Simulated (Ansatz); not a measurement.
Relaxation of a relaxed LiNbO3 cell displaced along its unstable phonon at q = Γ (258i cm⁻¹), largest move 0.15 Å; 10 atoms in the cell, which starts as P-62c (No. 190), hP10; a = 5.5409 Å, b = 5.5409 Å, c = 5.4038 Å, α = 90.00°, β = 90.00°, γ = 120.00°. All values below come from PBE (plane waves to 420 eV, PAW, scalar-relativistic; Ansatz, a program for electronic structure). Γ-centred k-mesh 5×5×5 on the run's cell (coarser than for final values), Fermi–Dirac smearing 0.05 eV. This is the first round of the run. 

The optimiser's lines from the output (shortened; P is positive under compression):

```
relax step   1: F+E_penalty+E_count = -12924.13852467 eV  Δ(F+E_penalty+E_count) = +0.000e0 eV  max|allowed force component| = 5.942e-1 eV/Å  Δτ_max = 0.0000 Å  P = -1.092 GPa  Ω = 143.680 Å³  (8 SCF iters, dr2 threshold 1.00e-7 eV, accepted)
relax step   2: F+E_penalty+E_count = -12924.63718499 eV  Δ(F+E_penalty+E_count) = -4.987e-1 eV  max|allowed force component| = 8.426e-1 eV/Å  Δτ_max = 0.1151 Å  P = -1.541 GPa  Ω = 144.596 Å³  (6 SCF iters, dr2 threshold 1.00e-6 eV, accepted)
relax step   3: F+E_penalty+E_count = -12925.81301845 eV  Δ(F+E_penalty+E_count) = -1.176e0 eV  max|allowed force component| = 1.068e0 eV/Å  Δτ_max = 0.1953 Å  P = -2.977 GPa  Ω = 141.699 Å³  (7 SCF iters, dr2 threshold 1.00e-6 eV, accepted)
relax step   4: F+E_penalty+E_count = -12926.76987190 eV  Δ(F+E_penalty+E_count) = -9.569e-1 eV  max|allowed force component| = 7.644e-1 eV/Å  Δτ_max = 0.1898 Å  P = -3.785 GPa  Ω = 146.161 Å³  (7 SCF iters, dr2 threshold 1.00e-6 eV, accepted)
relax step   5: F+E_penalty+E_count = -12927.33666496 eV  Δ(F+E_penalty+E_count) = -5.668e-1 eV  max|allowed force component| = 8.550e-1 eV/Å  Δτ_max = 0.1906 Å  P = -1.573 GPa  Ω = 137.431 Å³  (7 SCF iters, dr2 threshold 1.00e-6 eV, accepted)
relax step   6: F+E_penalty+E_count = -12927.41132901 eV  Δ(F+E_penalty+E_count) = -7.466e-2 eV  max|allowed force component| = 2.253e-1 eV/Å  Δτ_max = 0.0764 Å  P = +1.127 GPa  Ω = 137.030 Å³  (6 SCF iters, dr2 threshold 1.00e-6 eV, accepted)
relax step   7: F+E_penalty+E_count = -12927.47675083 eV  Δ(F+E_penalty+E_count) = -6.542e-2 eV  max|allowed force component| = 2.229e-1 eV/Å  Δτ_max = 0.0246 Å  P = +0.750 GPa  Ω = 142.108 Å³  (6 SCF iters, dr2 threshold 1.00e-6 eV, accepted)
relax step   8: F+E_penalty+E_count = -12927.47703213 eV  Δ(F+E_penalty+E_count) = -2.813e-4 eV  max|allowed force component| = 2.335e-1 eV/Å  Δτ_max = 0.0281 Å  P = -1.156 GPa  Ω = 143.491 Å³  (6 SCF iters, dr2 threshold 1.00e-6 eV, accepted)
relax step   9: F+E_penalty+E_count = -12927.48387574 eV  Δ(F+E_penalty+E_count) = -6.844e-3 eV  max|allowed force component| = 7.941e-4 eV/Å  Δτ_max = 0.0059 Å  P = +0.008 GPa  Ω = 142.988 Å³  (5 SCF iters, dr2 threshold 1.00e-6 eV, accepted)
relax step  10: F+E_penalty+E_count = -12927.48425693 eV  Δ(F+E_penalty+E_count) = -3.812e-4 eV  max|allowed force component| = 8.663e-4 eV/Å  Δτ_max = 0.0000 Å  P = +0.007 GPa  Ω = 142.988 Å³  stress off target by 1.17e-1 GPa  SCF on the basis re-selected at this cell (its energy is not comparable with the rows above)  (7 SCF iters)
relax step  11: F+E_penalty+E_count = -12927.48453110 eV  Δ(F+E_penalty+E_count) = -2.742e-4 eV  max|allowed force component| = 7.363e-4 eV/Å  Δτ_max = 0.0013 Å  P = -0.007 GPa  Ω = 142.870 Å³  (5 SCF iters, dr2 threshold 3.45e-8 eV, accepted)
relax step  12: F+E_penalty+E_count = -12927.48429635 eV  Δ(F+E_penalty+E_count) = +2.348e-4 eV  max|allowed force component| = 7.330e-4 eV/Å  Δτ_max = 0.0000 Å  P = -0.010 GPa  Ω = 142.870 Å³  stress off target by 1.24e-2 GPa  SCF on the basis re-selected at this cell (its energy is not comparable with the rows above)  (6 SCF iters)
```

From the first to the last row the energy changes by -0.33 eV/atom and the volume by -0.6 %. The last row is marked as not comparable with the walk above it, whose basis was carried along; it does compare with step 1, since both stand on a basis selected at the nominal cutoff for their own cell.

Later rounds, restarted from the end of this one on a renewed k-mesh, logged 2 more steps and released under 1 meV/atom more. The final structure after all rounds: P-62c (No. 190), hP10; a = 5.4566 Å, b = 5.4566 Å, c = 5.5407 Å, α = 90.00°, β = 90.00°, γ = 120.00°. Between re-selections the logged energies stand on a plane-wave basis carried along with the cell. No spin polarisation in the result.

The run could not lose the symmetry of its start: the end is stationary, and may be a saddle point rather than a minimum.

The relaxed structure here is a generated cell of LiNbO3: the first start was made by placing the elements on the sites of a structure type, and the end was not matched to a known phase here, so it may be hypothetical. Known forms of LiNbO3 include space group No. 161.
